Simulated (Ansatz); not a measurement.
A geometry of Ni away from equilibrium: step 2 of the relaxation of a relaxed Ni cell, doubled along one cell vector, shaken by Gaussian noise of σ = 0.08 Å a coordinate. These are r2SCAN (plane waves to 500 eV, PAW, scalar-relativistic; Ansatz, a program for electronic structure) values and carry that method's errors. Γ-centred k-mesh 8×16×16 on the run's cell (coarser than for final values), Fermi–Dirac smearing 0.05 eV.

```
Ni
1.0
    0.00051     3.48195     3.47670
    1.74276    -0.00078     1.73939
    1.74058     1.73983     0.00140
Ni
2
Direct
  0.00333   0.96568   0.02903
  0.51390   0.01391   0.94694
```
Spin-polarised start, with parallel moments on Ni.

Problem. Give the Cartesian forces on all atoms (eV/Å).

Solution. 
```json
[
 {"atom": "Ni1", "Fx": "-0.37", "Fy": "-0.09", "Fz": "0.52"},
 {"atom": "Ni2", "Fx": "0.37", "Fy": "0.09", "Fz": "-0.52"}
]
```

Problem. What is the pressure?

Solution. +1.1 GPa, compression positive.

Problem. How much energy per atom can still be gained by relaxing?

Solution. 0.02 eV/atom; the path ends in Fm-3m (No. 225) (fcc (Cu type)).

Spin state reached: ferromagnetic (net 0.74 μB/atom), from parallel starting moments; other spin orders were not run from this start. r2SCAN tends to overstate moments in metals.

The run could not lose the symmetry of its start.
